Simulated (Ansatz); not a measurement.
Here is the system:

Al$_{2}$Au:
```yaml
crystal:
  lattice:
    - [0.00000, 3.00102, 3.00102]
    - [3.00102, 0.00000, 3.00102]
    - [3.00102, 3.00102, 0.00000]
  atoms:
    - { symbol: Al, position: [0.25000, 0.25000, 0.25000] }
    - { symbol: Al, position: [0.75000, 0.75000, 0.75000] }
    - { symbol: Au, position: [0.00000, 0.00000, 0.00000] }
```

This is the PBEsol-relaxed structure.

Question: All from PBEsol in the plane-wave PAW code Ansatz, unless another level is named. Estimate the bulk modulus (Birch–Murnaghan fit).

Answer: 115 GPa.

Question: Predict the highest zone-centre frequency.

Answer: 263 cm⁻¹.

Question: Next, the elastic constants (relaxed ions, GPa)?

Answer: C11 = 153, C12 = 96.1, C44 = 52.1.

Space group Fm-3m (fluorite or antifluorite type). Symmetry was held in the PBEsol relaxation. As this level gives no gap, shear constants depend on the k-mesh and smearing (Fermi–Dirac, 0.1 eV here). As this level gives no gap, phonon frequencies hold no LO–TO term and depend on the k-mesh and smearing (Fermi–Dirac, 0.1 eV here). Scalar-relativistic: spin–orbit coupling is off unless named, which matters more the heavier the elements.

Potentials: the earlier of the program's two PAW sets. The files were generated under PBE; for other functionals the program regenerates the frozen cores, and for LDA and PBEsol the local potential too.
